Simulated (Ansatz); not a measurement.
Data:

NaPt₃O₄ in space group Pm-3n (No. 223; Na on 2a, Pt on 6c, O on 8e), a = b = c = 5.701 Å, α = β = γ = 90.00°.

This is the r²SCAN-relaxed structure.

Q: All from r²SCAN (plane waves, PAW; program Ansatz), unless another level is named. Estimate the Debye temperature from the elastic constants.

A: 365 K.

Q: Predict the elastic constants (relaxed ions, GPa).

A: C11 = 328, C12 = 164, C44 = 68.0.

The workflow started from a Materials Project entry (that database holds measured and hypothetical structures alike); the Crystallography Open Database files this formula in space group No. 223, but the cells were not matched. Whether it is the stable phase at ambient conditions was not checked. The r²SCAN relaxation kept the symmetry of its start; whether a distortion lowers the energy is not shown. No spin polarisation was allowed. As this level gives no gap, shear constants depend on the k-mesh and smearing (Fermi–Dirac, 0.1 eV here). Scalar-relativistic: spin–orbit coupling is off unless named, which matters more the heavier the elements.

Potentials: the earlier of the program's two PAW sets.
